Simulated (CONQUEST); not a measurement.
A self-consistent single point of Si (Fd-3m, 8 atoms in the cell; from Materials Project mp-149, lattice scaled a little) with CONQUEST.

Level of theory: LDA (PW92), numerical atomic orbitals double-zeta with polarisation (the shipped basis), PseudoDojo norm-conserving potentials made for LDA (CONQUEST).

```
CELL_PARAMETERS angstrom
      5.50794     0.00000     0.00000
      0.00000     5.50794     0.00000
      0.00000     0.00000     5.50794
ATOMIC_POSITIONS crystal
  Si 0.25000 0.75000 0.25000
  Si 0.00000 0.00000 0.50000
  Si 0.25000 0.25000 0.75000
  Si 0.00000 0.50000 0.00000
  Si 0.75000 0.75000 0.75000
  Si 0.50000 0.00000 0.00000
  Si 0.75000 0.25000 0.25000
  Si 0.50000 0.50000 0.50000
```

Reference input (self-consistent single point, DFT, LDA (PW92), numerical atomic orbitals double-zeta with polarisation (the shipped basis), PseudoDojo norm-conserving potentials made for LDA): basis = DZP; Diag.MPMeshX, Y, Z = 4 4 4; potentials = PseudoDojo norm-conserving LDA; Grid.GridCutoff = 88 Ha; DM.SolutionMethod = diagon; Diag.SmearingType = 1; Diag.kT = 0.001837 Ha; Diag.GammaCentred = true; Diag.MPOrder = 0; minE.SCTolerance = 1.0e-06; SC.MaxIters = 100; SC.LinearMixingFactor = 0.5. This run's input differs from it in these lines:

```diff
@@ -16,5 +16,5 @@
 Diag.MPMesh                    T
-Diag.MPMeshX                   4
-Diag.MPMeshY                   4
-Diag.MPMeshZ                   4
+Diag.MPMeshX                   8
+Diag.MPMeshY                   8
+Diag.MPMeshZ                   8
 Diag.GammaCentred              T
```

Log, with long lists cut:

```
    new_SC_potl: Starting.  Tolerance:  0.10000E-05

    PulayMixSC: Starting Pulay mixing, A_up =  0.500 A_dn =  0.500
    PulayMixSC: Spin non-polarised calculation.
          Harris-Foulkes Energy            :       -34.088360514656578 Ha
          (TS=0 as O(N) or entropic contribution is negligible)
          DFT Total Energy                 :       -34.057019782266138 Ha
          Total number of electrons        :        32.000000000003801
    PulayMixSC: Pulay iteration     1 residual:              0.41686E-02
          Harris-Foulkes Energy            :       -34.067259493101311 Ha
   [... lines left out ...]
          (TS=0 as O(N) or entropic contribution is negligible)
          DFT Total Energy                 :       -34.063726051039325 Ha
          Total number of electrons        :        32.000070245831658
    PulayMixSC: Pulay iteration     5 residual:              0.28459E-05
          Harris-Foulkes Energy            :       -34.063726057271879 Ha
          (TS=0 as O(N) or entropic contribution is negligible)
          DFT Total Energy                 :       -34.063726057269889 Ha
          Total number of electrons        :        32.000070239223739
    PulayMixSC: Pulay iteration     6 residual:              0.13836E-07
    PulayMixSC: Reached SCF tolerance of  0.13836E-07 after      6 iterations
      | Number of electrons      =        32.000070
      |* band energy as 2Tr[K.H] =       -12.484470683931214 Ha
      |  screened ion-ion energy =       -21.615498263257791 Ha
      |  Ha correction           =        -0.480217421511001 Ha
      |  XC correction           =         0.516459790128267 Ha
      |* Harris-Foulkes energy   =       -34.063726057271879 Ha
      |* DFT total energy        =       -34.063726057269889 Ha
      |  estimated accuracy      =        -0.000000000001990 Ha

    force: Forces on atoms (Ha/a0)
    force:  Atom   X              Y              Z
    force:     1  -0.0000000000  -0.0000000000  -0.0000000000
   [... zero for the other atoms too ...]

    force: Maximum force :        0.00000000(Ha/a0) on atom         6 in y direction
    force: Force Residual:        0.00000000 Ha/a0
    force: Total stress:          4.07615932     0.00000000     0.00000000 GPa
                             0.00000000     4.07615932     0.00000000
                             0.00000000     0.00000000     4.07615932
    force: Average pressure:     -4.07615932 GPa

    force: Finished force
    get_E_and_F: Change in energy during last step of electronic optimisation:  0.19154E-07
```

The run converged in 6 iterations. CONQUEST prints the stress tensor with tension positive. Against the reference run the free energy goes down by 2.8 meV/atom, the pressure hardly changes (-4.07 to -4.08 GPa) and the gap on the mesh goes from 0.552 to 0.519 eV.

The program uses no crystal symmetry, so grid and mesh can part values that symmetry would make equal. The atom-centred basis is finite, which shifts total energies, pressures and gaps against plane waves. This run is one point of a test of settings, so its values need not be converged; read them against the reference run alone. The structure comes from a collection of computed structures, made at another level of theory; the collection holds predicted forms beside known ones. Its lattice was then scaled.

Cost on one core: very roughly 4 core-minutes.
